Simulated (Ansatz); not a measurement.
CoB2W2:
```xyz
5
Lattice="-1.5834 2.2700 3.5329 1.5834 -2.2700 3.5329 1.5834 2.2700 -3.5329" Properties=species:S:1:pos:R:3 pbc="T T T"
Co     0.0000     0.0000     0.0000
W      1.5834     0.0000     2.1114
W      0.0000     2.2700     1.4215
B      1.5834     1.3306     0.0000
B      0.0000     0.9394     3.5329
```

Relaxed with r²SCAN. Special points in fractions of this cell's reciprocal vectors: Γ (0.000, 0.000, 0.000); X (0.500, 0.500, -0.500); F2 (0.300, 0.700, -0.300); Σ0 (-0.300, 0.300, 0.300); Y0 (0.353, -0.353, 0.353); U0 (0.647, 0.353, -0.353); R (0.000, 0.500, 0.000); W (0.250, 0.250, 0.250); S (0.500, 0.000, 0.000); T (0.000, 0.000, 0.500).

Problem. List the band energies nearest the Fermi level at these points for DFT-r²SCAN in the program Ansatz with PAW potentials.

Solution. In eV from the Fermi level; about four levels below and three above (degenerate sets whole), none deeper than 8.9 eV; points with the same levels are listed once.

```
k                     below           above
--  -----------------------  --------------
Γ   -2.29 -1.07 -0.72 -0.07  2.28 2.87 3.47
X   -2.21 -1.02 -0.75 -0.05  0.25 0.58 1.79
F2  -1.33 -1.29 -1.07 -0.02  1.84 2.21 2.57
Y0  -1.86 -1.35 -0.97 -0.86  0.80 1.16 1.61
R   -1.83 -1.28 -1.18 -0.30  2.53 2.57 3.33
W   -2.99 -1.48 -1.33 -0.98  0.38 1.03 1.17
S   -2.79 -2.59 -1.51 -0.12  0.57 0.66 1.62
T   -2.96 -1.69 -1.32 -1.07  0.56 1.78 2.13
```

Space group Immm. The workflow started from an entry of the Crystallography Open Database (COD). Its standing as an ambient phase is unchecked. The cell was relaxed with r²SCAN under the symmetry of its start; its stability against distortions is not shown here. The workflow began spin-polarised and lost its moments. Spin–orbit coupling is left out wherever it is not named.

Potentials: the later of the program's two PAW sets.
